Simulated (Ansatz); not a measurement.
FeO:
```yaml
crystal:
  lattice:
    - [0.00000, 2.12629, 2.12629]
    - [2.12629, 0.00000, 2.12629]
    - [2.12629, 2.12629, 0.00000]
  atoms:
    - { symbol: Fe, position: [0.00000, 0.00000, 0.00000] }
    - { symbol: O, position: [0.50000, 0.50000, 0.50000] }
```
The run is spin-polarised; directions of the spins, atom by atom: ↑ ↑.

Relaxed with HSE06.

Give the Bader charges and basin volumes of the independent atoms, plane-wave PAW HSE06 (Ansatz code).



| atom | Bader charge (e) | Bader volume (Å³) |
|---|---|---|
| Fe1 | +1.46 | 8.6 |
| O2 | -1.46 | 10.7 |

Space group Fm-3m (rock salt). The cell was relaxed with HSE06 under the symmetry of its start. Magnetic state: ferromagnetic, chosen from 3 collinear starts compared on coarse meshes with r²SCAN (ties went to the first, and starts can fall back to one state), not a proven ground state. Textbook magnetic order: antiferromagnetic. Other orbital occupations within this spin state were not tried.

Potentials: the later of the program's two PAW sets.
